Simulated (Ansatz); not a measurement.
TiB2:
Space group Fm-3m (No. 225); a = 5.096 Å, b = 5.096 Å, c = 5.096 Å, α = 90.00°, β = 90.00°, γ = 90.00°

| atom | site | symmetry | x | y | z |
|---|---|---|---|---|---|
| Ti | 4a | m-3m | 0.0000 | 0.0000 | 0.0000 |
| B | 8c | -43m | 0.2500 | 0.2500 | 0.2500 |
(The calculation used a cell of 3 atoms; values per cell refer to that cell.)

Relaxed with PBE.

### Question
Decompose the optical modes at the zone centre into irreducible representations, and say which are infrared and Raman allowed.

### Answer
Point group m-3m: Γ_opt = T1u + T2g. Infrared: T1u. Raman: T2g.

### Question
Assign frequencies (DFPT, PBE in the plane-wave PAW code Ansatz).

### Answer
T2g 195, T1u 547 cm⁻¹.

The cell is a constructed one: a structure type filled with these elements; neither database checked (COD, Materials Project) lists it. It is not the phase usual at ambient conditions (space group No. 191). The PBE relaxation kept the symmetry of its start. At this level the phase is dynamically unstable (imaginary phonons). The run is not spin-polarised. As this level gives no gap, phonon frequencies hold no LO–TO term and depend on the k-mesh and smearing (Fermi–Dirac, 0.1 eV here).

Potentials: the later of the program's two PAW sets.
